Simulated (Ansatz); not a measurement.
CaSb2Te3:
```
CELL_PARAMETERS angstrom
      4.72443     0.00000     0.00000
     -2.36221     4.09147     0.00000
      0.00000     0.00000     9.54011
ATOMIC_POSITIONS crystal
  Te 0.33333 0.66667 0.67417
  Sb 0.66667 0.33333 0.84605
  Te 0.00000 0.00000 0.00000
  Sb 0.33333 0.66667 0.15395
  Te 0.66667 0.33333 0.32583
  Ca 0.00000 0.00000 0.50000
```

Relaxed with PBE+D3(BJ). Special points in fractions of this cell's reciprocal vectors: Γ (0.000, 0.000, 0.000); M (0.500, 0.000, 0.000); K (0.333, 0.333, 0.000); A (0.000, 0.000, 0.500); L (0.500, 0.000, 0.500); H (0.333, 0.333, 0.500).

List the band energies nearest the Fermi level at these points for the program Ansatz at the PBE+D3(BJ) with spin–orbit coupling level (PAW).

In eV from the Fermi level; about four levels below and three above (degenerate sets whole), none deeper than 8.9 eV; points with the same levels are listed once.

| k | below | above |
|---|---|---|
| Γ | -1.10 -1.10 -0.85 -0.85 | 0.35 0.35 1.26 1.26 |
| M | -1.40 -1.40 -0.29 -0.29 | 0.47 0.47 1.15 1.15 |
| K | -1.80 -1.80 -1.69 -1.69 | 0.27 0.27 0.80 0.80 |
| A | -0.48 -0.48 -0.40 -0.40 | 0.02 0.02 0.81 0.81 |
| L | -1.30 -1.30 -0.08 -0.08 | 0.47 0.47 1.58 1.58 |
| H | -1.25 -1.25 -1.24 -1.24 | 0.72 0.72 0.82 0.82 |

Space group P-3m1. A made-up cell: these elements were put on the sites of a structure type; neither database checked (COD, Materials Project) lists it. Whether it is the stable phase at ambient conditions was not checked. Symmetry was held in the PBE+D3(BJ) relaxation; of distortions, only those at the zone centre were tested.

Potentials: the later of the program's two PAW sets.
